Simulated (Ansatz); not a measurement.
Rb:
```xyz
2
Lattice="2.5435 -4.4043 0.0000 2.5435 4.4043 0.0000 0.0000 0.0000 8.5031" Properties=species:S:1:pos:R:3 pbc="T T T"
Rb     2.5435    -2.9347     6.3773
Rb     2.5435     2.9347     2.1258
```

Relaxed with r²SCAN. Special points in fractions of this cell's reciprocal vectors: Γ (0.000, 0.000, 0.000); Y (-0.500, 0.500, 0.000); C0 (-0.333, 0.667, 0.000); Σ0 (0.333, 0.333, 0.000); Z (0.000, 0.000, 0.500); A0 (0.333, 0.333, 0.500); E0 (-0.333, 0.667, 0.500); T (-0.500, 0.500, 0.500); S (0.000, 0.500, 0.000); R (0.000, 0.500, 0.500).

Task: List the band energies nearest the Fermi level at these points for r²SCAN in the plane-wave PAW code Ansatz.

Result: In eV from the Fermi level; about four levels below and three above (degenerate sets whole), none deeper than 8.9 eV; … stands for higher levels left out; points with the same levels are listed once.

```json
[
 {"k": "Γ", "below": "-2.06", "above": "0.18 0.45 3.78"},
 {"k": "Y", "below": "–", "above": "0.12 0.25 1.33"},
 {"k": "C0", "below": "–", "above": "0.71 0.81 0.81"},
 {"k": "Z", "below": "-1.40 -1.40", "above": "2.38 2.38 …"},
 {"k": "A0", "below": "–", "above": "1.05 1.05 1.24 1.24"},
 {"k": "T", "below": "–", "above": "0.49 0.49 0.84 0.84"},
 {"k": "S", "below": "–", "above": "0.11 0.25 1.33"}
]
```

Space group P6_3/mmc (hcp (Mg type)). The workflow started from a Materials Project entry (that database holds measured and hypothetical structures alike); the Crystallography Open Database copy checked does not list it. It is not the phase usual at ambient conditions (space group No. 229). The r²SCAN relaxation kept the symmetry of its start; its stability against distortions is not shown here. Point labels and valley counts follow the cell and symmetry of the run, lower than the named group. Spin–orbit coupling is left out wherever it is not named.

Potentials: the later of the program's two PAW sets.
